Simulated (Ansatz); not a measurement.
## Structure relaxation, La

The start is a relaxed La cell, doubled along one cell vector, shaken by Gaussian noise of σ = 0.08 Å a coordinate. A full variable-cell relaxation at zero pressure is run with PBE (plane waves to 420 eV, PAW, scalar-relativistic; Ansatz, a program for electronic structure). The first steps use a coarse 10×5×10 k-mesh.

Initial structure:
```
La
1.0
    1.88867     1.09043     9.06626
   -3.77734     2.18085    18.13252
    0.00000    -2.18085     9.06626
La
6
Direct
  0.00047   0.98853   0.01628
  0.00063   0.50402   0.01188
  0.23385   0.12799   0.19183
  0.22088   0.61133   0.22129
  0.78089   0.37472   0.80129
  0.75261   0.90231   0.78462
```

Task: What is the largest force in the starting geometry, and on which atom (counted from 1)?

Result: 0.20 eV/Å, on La2 (atoms numbered as listed).

Task: How much energy is released per atom?

Result: 0.01 eV/atom.

Task: Does it find its way back to the structure it was made from?

Result: The parent structure is recovered, R-3m (No. 166).

Task: What band gap does the relaxed structure have at this level?

Result: Zero (metallic).

Relaxed structure:

Space group R-3m, hexagonal axes (No. 166); a = b = 3.778 Å, c = 27.197 Å, α = β = 90.00°, γ = 120.00°

```csv
atom,site,symmetry,x,y,z
La,3b,-3m,0.0000,0.0000,0.5000
La,6c,3m,0.0000,0.0000,0.2768
```
(The calculation used a cell of 3 atoms; values per cell refer to that cell.)

Final values are on a 14×14×14 k-mesh of the relaxed cell. No spin polarisation in the result.

The relaxed structure here is a generated cell of La: the first start was made by placing the elements on the sites of a structure type, and the end was not matched to a known phase here, so it may be hypothetical. Known forms of La include space group No. 194.
